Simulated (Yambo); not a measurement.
A free-standing CdO₂H₂ monolayer (symmetry P-3m1, slab cell 17.3 Å high), G0W0@PBEsol in Yambo with this input:

```
rim_cut
gw0
dyson
el_el_corr
HF_and_locXC
ppa
em1d
rim_w
RandQpts= 1000000
RandGvec= 2 Ry
CUTGeo= "slab z"
EXXRLvcs= 102 Ry
VXCRLvcs= 408 Ry
Chimod= "HARTREE"
% BndsRnXp
 5 | 172 |
%
NGsBlkXp= 8 Ry
% LongDrXp
 1.0 | 1.0 | 0.0 |
%
RandGvecW= 1000 mRy
PPAPntXp= 27.2114 eV
% GbndRnge
 1 | 172 |
%
GTermKind= "BG"
DysSolver= "n"
ExtendOut
```

On a 6×6×1 mesh, with wavefunctions cut at 102 Ry, the gap (Γ → Γ) is 4.998 eV and the valence edge shifts by -1.616 eV.

Question: What happens with this change: 79 bands in W?

Answer: The gap rises by 0.172 eV, to 5.170 eV; the shift of the valence edge becomes -1.578 eV. Neither run is shown to be the converged limit.

Spin-orbit coupling is not included.

Geometry relaxed with PBEsol; primitive cell a = b = 3.5093 Å, c = 17.3000 Å, α = β = 90.00°, γ = 120.00°.

This is a model layer cut from the bulk structure; whether it is stable on its own was not checked.

A shift is the quasiparticle energy of the state minus its PBEsol energy.
